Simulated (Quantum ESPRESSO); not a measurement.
**Band energies of Li2O at -0.7 % isotropic strain**

```
CELL_PARAMETERS angstrom
      0.00000     2.27225     2.27225
      2.27225     0.00000     2.27225
      2.27225     2.27225     0.00000
ATOMIC_POSITIONS crystal
  Li 0.75000 0.75000 0.75000
  Li 0.25000 0.25000 0.25000
  O  0.00000 0.00000 0.00000
```

norm-conserving PBEsol (Quantum ESPRESSO, 84 Ry, without SOC); path ΓXWKΓLUWLK,UX; energies in eV from the valence-band maximum.

```
k (1/Å)  point  band 2  band 3  band 4  band 5  band 6  band 7  band 8  band 9
-------  -----  ------  ------  ------  ------  ------  ------  ------  ------
0.00         Γ  -41.79  -15.37    0.00    0.00    0.00    5.54   12.13   12.13
0.32            -41.80  -15.34   -0.36   -0.21   -0.21    5.95   12.28   12.28
0.74            -41.85  -15.22   -1.18   -0.88   -0.88    6.18   12.95   12.95
1.06            -41.89  -15.14   -1.54   -1.32   -1.32    5.39   13.60   13.60
1.38         X  -41.90  -15.11   -1.64   -1.48   -1.48    4.94   13.91   13.91
1.50            -41.90  -15.11   -1.64   -1.52   -1.48    5.06   13.70   13.93
1.84            -41.94  -15.10   -1.86   -1.60   -1.52    6.47   11.66   14.24
2.07         W  -41.97  -15.09   -1.97   -1.55   -1.55    7.23   10.72   14.58
2.32            -41.95  -15.10   -2.08   -1.57   -1.33    6.89   11.29   14.13
2.56         K  -41.94  -15.10   -2.15   -1.57   -1.16    6.59   11.99   13.62
2.67            -41.96  -15.10   -2.29   -1.52   -1.03    7.14   11.44   13.55
3.09            -41.90  -15.17   -2.24   -1.14   -0.47    7.96   10.72   13.59
3.40            -41.84  -15.26   -1.51   -0.67   -0.17    6.95   11.70   12.82
3.82            -41.80  -15.36   -0.25   -0.09   -0.01    5.75   12.18   12.21
4.03         Γ  -41.79  -15.37    0.00    0.00    0.00    5.54   12.13   12.13
4.13            -41.79  -15.37   -0.07   -0.01   -0.01    5.59   12.14   12.16
4.53            -41.83  -15.30   -1.25   -0.19   -0.19    6.57   12.13   12.58
4.83            -41.88  -15.21   -2.30   -0.37   -0.37    7.80   11.57   12.52
5.23         L  -41.97  -15.15   -2.92   -0.48   -0.48    9.41   10.24   12.24
5.54            -41.97  -15.14   -2.78   -0.77   -0.64    8.61   10.54   12.66
5.97            -41.95  -15.10   -2.27   -1.49   -1.08    6.94   11.65   13.54
6.07         U  -41.94  -15.10   -2.15   -1.57   -1.16    6.59   11.99   13.62
6.27            -41.95  -15.10   -2.10   -1.57   -1.28    6.79   11.48   14.00
6.56         W  -41.97  -15.09   -1.97   -1.55   -1.55    7.23   10.72   14.58
6.66            -41.97  -15.10   -2.03   -1.53   -1.48    7.27   10.72   14.53
6.95            -41.97  -15.11   -2.47   -1.22   -1.01    7.77   10.67   13.76
7.34            -41.97  -15.14   -2.86   -0.59   -0.54    9.05   10.35   12.42
7.54         L  -41.97  -15.15   -2.92   -0.48   -0.48    9.41   10.24   12.24
7.62            -41.97  -15.15   -2.91   -0.50   -0.49    9.34   10.26   12.27
7.96            -41.97  -15.13   -2.67   -0.96   -0.75    8.18   10.75   12.92
8.22            -41.96  -15.11   -2.35   -1.41   -1.02    7.17   11.45   13.46
8.39         K  -41.94  -15.10   -2.15   -1.57   -1.16    6.59   11.99   13.62
8.39         U  -41.94  -15.10   -2.15   -1.57   -1.16    6.59   11.99   13.62
8.48            -41.93  -15.10   -1.98   -1.60   -1.27    6.09   12.52   13.70
8.88         X  -41.90  -15.11   -1.64   -1.48   -1.48    4.94   13.91   13.91
```

The PBEsol gap is indirect, 4.94 eV, from Γ to X; the smallest direct gap is 5.54 eV.

Geometry strained from the cell relaxed with PBEsol, atoms relaxed again.
